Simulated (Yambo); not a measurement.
AlN (zinc blende, space group F-43m, No. 216): a test of whether the lowest BSE state is resolved, against the k mesh (Yambo, PBEsol bands; otherwise 3 valence and 1 conduction bands, static screening with 10 bands and a 4 Ry block, scissor 1.55 eV, Tamm-Dancoff).

```json
[
 {"k mesh": "4×4×4", "direct gap (eV)": "5.62", "lowest state (eV)": "5.00", "difference (eV)": "0.62", "k points taking part": "1.0", "rough cost": "about 1/9"},
 {"k mesh": "6×6×6", "direct gap (eV)": "5.62", "lowest state (eV)": "5.14", "difference (eV)": "0.48", "k points taking part": "1.0", "rough cost": "about 1/6"},
 {"k mesh": "8×8×8", "direct gap (eV)": "5.62", "lowest state (eV)": "5.24", "difference (eV)": "0.38", "k points taking part": "1.0", "rough cost": "about 1/2"},
 {"k mesh": "10×10×10", "direct gap (eV)": "5.62", "lowest state (eV)": "5.31", "difference (eV)": "0.31", "k points taking part": "1.1", "rough cost": "1"}
]
```

The last step moves the difference by 0.07 eV. Even the densest mesh doesn't resolve the state: none of these energies is a result, and the difference is no binding energy.

These are vertical excitations (zero momentum); the indirect quasiparticle gap, about 4.67 eV, is smaller than the direct one (5.62 eV on the GW mesh). The scissor comes from a G0W0 run whose convergence isn't established; costs are rough.

Geometry relaxed with PBEsol; primitive cell a = 3.095 Å, b = 3.095 Å, c = 3.095 Å, α = 60.00°, β = 60.00°, γ = 60.00°.

This is not the ordinary phase of the substance; no match was found in the copy of COD used, and its stability was not checked.
